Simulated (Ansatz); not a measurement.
Values for one crystal, relaxed and computed with DFT-PBEsol in the program Ansatz with PAW potentials; other levels are named.

```yaml
volume_per_atom: 17.12 Å³
electronic_character: metallic (no gap)
mechanical_stability: stable (all eigenvalues of C positive)
Formation energy from the elements (no fitted shifts): -0.53 eV/atom
Young's modulus: 94.8 GPa
debye_temperature_from_the_elastic_constants: 233 K
zone_centre_stability: no imaginary mode at Γ
```

**Question.** Pick the material that matches.
A. TaGa3, I4/mmm (Ta on 2a, Ga on 2b, Ga on 4d)
B. FePt, L1₀ or tetragonal B2
C. InPd, CsCl type
D. MnNi3, Cu3Au type

**Answer.** C, InPd, CsCl type

Space group Pm-3m (CsCl type). The cell was relaxed with PBEsol under the symmetry of its start. The run is not spin-polarised. As this level gives no gap, shear constants depend on the k-mesh and smearing (Fermi–Dirac, 0.1 eV here). The references are the lowest solids computed at this level, not always the standard phases. Scalar-relativistic: spin–orbit coupling is off unless named, which matters more the heavier the elements.

Potentials: the later of the program's two PAW sets.
